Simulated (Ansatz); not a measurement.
The relaxed structure here is a generated cell of AlIr: the first start was made by a random draw of sites in a space group, and the end was not matched to a known phase here, so it may be hypothetical.

The start is a randomly generated symmetric cell of AlIr (space group No. 194). Cell shape, volume and atoms are optimised at zero target pressure with PBEsol (plane waves to 420 eV, PAW, scalar-relativistic; Ansatz, a quantum-chemistry and plane-wave program). First-step values are on the input's coarse k-mesh.

Ansatz input (later rounds restart from its end on a renewed k-mesh):
Ansatz 0.2 input:
```yaml
crystal:
  lattice:
    - [4.4935691, 0, 0]
    - [-2.2467846, 3.891545, 0]
    - [0, 0, 6.7710899]
  atoms:
    - { symbol: Al, position: [0.33333333, 0.66666667, 0.75] }
    - { symbol: Al, position: [0.66666667, 0.33333333, 0.25] }
    - { symbol: Al, position: [0, 0, 0] }
    - { symbol: Al, position: [0, 0, 0.5] }
    - { symbol: Ir, position: [0.33333333, 0.66666667, 0.41256463] }
    - { symbol: Ir, position: [0.66666667, 0.33333333, 0.91256463] }
    - { symbol: Ir, position: [0.66666667, 0.33333333, 0.58743537] }
    - { symbol: Ir, position: [0.33333333, 0.66666667, 0.08743537] }
basis: { ecutwfc: 420, ecutrho_ratio: 4, xc_grid: 2, fft_grid_basis: typed }
kpoints: { mp_grid: { grid: [8, 8, 5] } }
hamiltonian:
  xc: pbesol
  dispersion: none
  pseudopotentials: { kind: paw }
scf: { occupations: { method: fermi_dirac, width: 0.05 } }
relax: { f_tol: 0.01, max_steps: 100, cell: { stress_tol: 0.02 } }
output: { forces: true, stress: true }
```

Question: How large is the pressure on the unrelaxed cell, and of which sign?

Answer: +19.5 GPa (positive: the cell is compressed).

Question: How much energy is released per atom?

Answer: 0.54 eV/atom.

Question: How does the volume change?

Answer: +1.9 %, from 14.80 to 15.08 Å³/atom.

Question: How do the shortest distances between atoms change?

Answer: The closest pairs of elements (up to four, under 3.6 Å), start → end: Ir–Ir 2.20 → 2.53 Å; Al–Ir 2.28 → 2.51 Å; Al–Al 3.10 → 3.14 Å.

Question: What band gap does the relaxed structure have at this level?

Answer: Zero (metallic).

Question: Give the final cell and atomic positions.

Answer: 
Space group P6₃/mmc (No. 194); a = b = 4.121 Å, c = 8.201 Å, α = β = 90.00°, γ = 120.00°

| atom | site | symmetry | x | y | z |
|---|---|---|---|---|---|
| Al | 2d | -6m2 | 0.6667 | 0.3333 | 0.2500 |
| Al | 2a | -3m. | 0.0000 | 0.0000 | 0.0000 |
| Ir | 4f | 3m. | 0.3333 | 0.6667 | 0.0959 |

The space group stays P6₃/mmc (No. 194) (the run could not lower it), with 8 atoms in the primitive cell. Final values are on a 13×13×6 k-mesh of the relaxed cell. No spin polarisation in the result.

The run could not lose the symmetry of its start; a randomly shaken copy of 8 atoms returns to this structure.
